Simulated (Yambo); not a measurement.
Cs2NaScBr6 (space group Fm-3m, No. 225), G0W0@PBEsol in Yambo with this input:

```
rim_cut
gw0
dyson
el_el_corr
HF_and_locXC
ppa
em1d
RandQpts= 1000000
RandGvec= 1 Ry
EXXRLvcs= 88 Ry
VXCRLvcs= 352 Ry
Chimod= "HARTREE"
% BndsRnXp
 3 | 363 |
%
NGsBlkXp= 6 Ry
% LongDrXp
 1.0 | 1.0 | 1.0 |
%
PPAPntXp= 27.2114 eV
% GbndRnge
 1 | 363 |
%
GTermKind= "BG"
DysSolver= "n"
ExtendOut
```

On a 2×2×2 mesh, with wavefunctions cut at 88 Ry, the gap (Γ → X) is 6.059 eV and the valence edge shifts by -1.326 eV.

Task: What happens with this change: no random integration?

Result: The gap falls by 0.100 eV, to 5.959 eV; the shift of the valence edge becomes -1.103 eV. Neither run is shown to be the converged limit.

Spin-orbit coupling is not included.

Geometry of the Materials Project entry, not relaxed at this level; primitive cell a = b = c = 7.973 Å, α = β = γ = 60.00°.

The structure is a Materials Project entry; no match was found in the copy of COD used, and its stability was not checked.

A shift is the quasiparticle energy of the state minus its PBEsol energy.
